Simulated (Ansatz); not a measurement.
Values for one crystal, relaxed and computed with plane-wave PAW r²SCAN (Ansatz code); other levels are named.

- Volume per atom = 23.22 Å³
- Electronic character = metallic (no gap)
- Formation energy from the elements (no fitted shifts) = -0.36 eV/atom
- Gap with spin–orbit coupling = none (metallic)
- Pressure derivative B′ = 3.5
- Bulk modulus (Birch–Murnaghan fit) = 65.8 GPa
- Density of states at the Fermi level = 2.3 states/eV per atom (mean over ±0.08 eV)

Question: Which of these materials gives this?
(A) LaIn, CsCl type
(B) Sc3In, P6_3/mmc (Sc on 6h, In on 2c)
(C) PrIn3, Cu3Au type
(D) ScGa3, Cu3Au type

Answer: B, Sc3In, P6_3/mmc (Sc on 6h, In on 2c)

The workflow started from an entry of the Crystallography Open Database (COD). Its standing as an ambient phase is unchecked. Symmetry was held in the r²SCAN relaxation; its stability against distortions is not shown here. No spin polarisation was allowed. The references are the lowest solids computed at this level, not always the standard phases. Scalar-relativistic: spin–orbit coupling is off unless named, which matters more the heavier the elements.

Potentials: the later of the program's two PAW sets.
